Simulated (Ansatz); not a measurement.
The relaxed structure here is a generated cell of BeTe: the first start was made by placing the elements on the sites of a structure type, and the end was not matched to a known phase here, so it may be hypothetical.

One stationary structure of BeTe. Space group P2 (No. 3). The numbers are results of r2SCAN (plane waves to 500 eV, PAW, scalar-relativistic; Ansatz, an electronic-structure program), not measurements.

```cif
data_Be4Te4
_chemical_formula_sum 'Be4 Te4'
_space_group_name_H-M_alt 'P 1'
_space_group_IT_number 1
_cell_length_a 6.37247
_cell_length_b 4.39869
_cell_length_c 6.55532
_cell_angle_alpha 90.000
_cell_angle_beta 101.072
_cell_angle_gamma 90.000
loop_
_space_group_symop_operation_xyz
  'x, y, z'
loop_
_atom_site_label
_atom_site_type_symbol
_atom_site_fract_x
_atom_site_fract_y
_atom_site_fract_z
_atom_site_occupancy
Be1 Be 0.11154 0.69583 0.84303 1
Be2 Be 0.88846 0.69583 0.15697 1
Be3 Be 0.50000 0.94341 0.00000 1
Be4 Be 0.50000 0.97603 0.50000 1
Te1 Te 0.24936 0.16085 0.71481 1
Te2 Te 0.27385 0.63611 0.21917 1
Te3 Te 0.72615 0.63611 0.78083 1
Te4 Te 0.75064 0.16085 0.28519 1
```

**Question.** Give the band gap at the level r2SCAN.

**Answer.** 1.20 eV, direct within 0.03 eV (at Γ) (no spin-orbit coupling).

**Question.** What is the computed smallest direct gap (r2SCAN)?

**Answer.** 1.21 eV at Γ.

No spin polarisation in the result. Spin-orbit coupling is missing; with elements this heavy it can move band edges by tenths of an eV or more.

It was reached from a disturbed copy of a P4₂/mmc (No. 131) cell, against which it lies -0.44 eV/atom.
